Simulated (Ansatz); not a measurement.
The start is a relaxed Nb cell displaced along its unstable phonon at q = (0, 0, ½) of its primitive reciprocal cell (19i cm⁻¹), largest move 0.15 Å. Cell shape, volume and atoms are optimised at zero target pressure with r2SCAN (plane waves to 500 eV, PAW, scalar-relativistic; Ansatz, an electronic-structure program). First-step values are on the input's coarse k-mesh.

Ansatz input (later rounds restart from its end on a renewed k-mesh):
Ansatz 0.2 input:
```yaml
crystal:
  lattice:
    - [2.7828093651, -1.3734333326, 0]
    - [2.7828093651, 1.3734333326, 0]
    - [-5.1437604376, 0, 9.6019281286]
  atoms:
    - { symbol: Nb, position: [0.3973123651, 0.6025570991, 0.1249523333] }
    - { symbol: Nb, position: [0.5066577071, 0.4934728287, 0.6250476667] }
    - { symbol: Nb, position: [0.4933422929, 0.5065271713, 0.3749523333] }
    - { symbol: Nb, position: [0.6026876349, 0.3974429009, 0.8750476667] }
basis: { ecutwfc: 500, ecutrho_ratio: 4, xc_grid: 4, fft_grid_basis: typed }
kpoints: { mp_grid: { grid: [13, 13, 4] } }
hamiltonian:
  xc: r2scan
  dispersion: none
  pseudopotentials: { azcp: { folder: ./paw }, kind: paw }
scf: { occupations: { method: fermi_dirac, width: 0.05 } }
relax: { f_tol: 0.01, max_steps: 100, cell: { stress_tol: 0.02 } }
output: { forces: true, stress: true }
```

| Item | Value |
|---|---|
| Energy released | 0.14 eV/atom |
| Volume change | -1.8 %, from 18.35 to 18.02 Å³/atom |
| Band gap at the end | zero (metallic) |
| Optimiser moves | 20 |

It ends as:

Space group Im-3m (No. 229); a = b = c = 3.303 Å, α = β = γ = 90.00°

```csv
atom,site,symmetry,x,y,z
Nb,2a,m-3m,0.0000,0.0000,0.0000
```
(The calculation used a cell of 1 atom; values per cell refer to that cell.)

Final values are on a 20×20×20 k-mesh of the relaxed cell. No spin polarisation in the result.

The run could not lose the symmetry of its start.

Of the parent cell (C2/c (No. 15)): it is a generated cell of Nb: the first start was made by placing the elements on the sites of a structure type, and the end was not matched to a known phase here, so it may be hypothetical. Known forms of Nb include space group No. 229.
